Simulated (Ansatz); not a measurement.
# What a change of settings does: Mo (hcp type)

First run: DFT, PBEsol, PAW with Ansatz's default frozen-core files, scalar-relativistic (Ansatz 0.2.0).

Command: `ansatz run input.yaml --threads 1 --pin off --max-ram 2048MiB --backend cpu --events-out ev --progress --plain --runs-dir out` It took 7 s on 1 thread of Arm Neoverse V1, on a shared host, peak memory 0.34 GiB.

```yaml
crystal:
  lattice:
    - [2.7331493192, 0.0, 0.0]
    - [-1.3665746596, 2.3669767427, 0.0]
    - [0.0, 0.0, 4.8268108881]
  atoms:
    - { symbol: Mo, position: [0.3333333333, 0.6666666667, 0.25] }
    - { symbol: Mo, position: [0.6666666667, 0.3333333333, 0.75] }
kpoints:
  mp_grid: { grid: [16, 16, 9] }
  band_path:
    path:
      - [0.0, 0.0, 0.0]
      - [0.5, 0.0, 0.0]
      - [0.3333333333, 0.3333333333, 0.0]
      - [0.0, 0.0, 0.0]
      - [0.0, 0.0, 0.5]
      - [0.5, 0.0, 0.5]
      - [0.3333333333, 0.3333333333, 0.5]
      - [0.0, 0.0, 0.5]
      - [0.5, 0.0, 0.5]
    npoints: 8
scf:
  occupations: { method: fermi_dirac, width: 0.1 }
hamiltonian:
  xc: pbesol
  pseudopotentials: { kind: paw }
output:
  forces: true
  stress: true
  eigenvalues: true
  populations: true
  dos: { projected: true, de: 0.2, e_range: [-14, 8] }
  write_density: true
  write_potential: true
  elf: true
  volumetric_format: npy
```

The cell comes from a relaxation on PAW files under the same functional, begun from a prototype that needn't be the stable phase.

This run: the series' base cell.

It converges in 6 SCF iterations at a pressure of 0.00 GPa, cutoff 420 eV.

A second input differs as follows:

```diff
-  atoms:
+  Atoms:
   occupations: { method: fermi_dirac, width: 0.1 }
+  max_iter: 80
 hamiltonian:
   populations: true
-  dos: { projected: true, de: 0.2, e_range: [-14, 8] }
-  write_density: true
-  write_potential: true
-  elf: true
-  volumetric_format: npy
```

Task: What is wrong with it, and what does the program do?

Result: The change was made to test a misspelt key. The run is refused before any iteration. The log ends:
```
Error: YAML parse error: error: line 6 column 3: unknown field `Atoms`, expected one of checkpoint, saddle_side, structure_sha256, lattice, periodic, space_group, setting, atoms, reduce_to_primitive, conventional_axes, supercell, defects, symmetry, host
 --> <input>:6:3
  |
4 |     - [-1.3665746596, 2.3669767427, 0.0]
5 |     - [0.0, 0.0, 4.8268108881]
6 |   Atoms:
  |   ^ unknown field `Atoms`, expected one of checkpoint, saddle_side, structure_sha256, lattice, periodic, space_group, setting, atoms, reduce_to_primitive, conventional_axes, supercell, defects, symmetry, host
7 |     - { symbol: Mo, position: [0.3333333333, 0.6666666667, 0.25] }
8 |     - { symbol: Mo, position: [0.6666666667, 0.3333333333, 0.75] }
  |
```
